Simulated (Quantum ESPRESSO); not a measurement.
Parts of the isotropic shielding in PtS2, by GIPAW with PBE in a modified build of Quantum ESPRESSO, on JTH PAW datasets, 20 Ha, k-mesh 8×8×5 shifted:

```
PtS2
1.0
    3.54874     0.00000     0.00000
   -1.77437     3.07330     0.00000
    0.00000     0.00000     5.59707
Pt S
1 2
Direct
  0.00000   0.00000   0.00000
  0.66667   0.33333   0.77966
  0.33333   0.66667   0.22034
```
Geometry: a computed entry of the Materials Project; it was not checked against measured cells. It is PtS2 in P-3m1; whether this form has been observed was not checked. Stability against distortions was not tested. Forces on the atoms reach 0.11 eV/Å at this level. The layers lie 3.1 Å apart; this gap hangs on dispersion, and neither it nor the stacking was checked against the measured crystal. The run has no spin polarisation.

The core term is that of the free atom's frozen core; the paramagnetic column sums the reconstruction terms. Shieldings are absolute and leave out the bulk-susceptibility term; a larger σ means a smaller chemical shift. By our sweeps, such settings leave a few ppm in absolute σ on light atoms and up to some 20 ppm from Zn on. Spin–orbit coupling is left out; its weight grows with the heaviest atom, Pt here. No d partial waves on S: the paramagnetic term there is incompletely reconstructed. The band gap at this level is small, which makes the paramagnetic part of σ large and sensitive to the functional.

| site | core | bare (smooth current) | diamagnetic correction | paramagnetic corrections | σ_iso (ppm) |
|---|---|---|---|---|---|
| S (atoms 2, 3) | 979.8 | 34.5 | -10.8 | … | … |

Q: Complete the blanks.

A: 
- S (atoms 2, 3), paramagnetic corrections: -380.0
- S (atoms 2, 3), σ_iso (ppm): 623.5
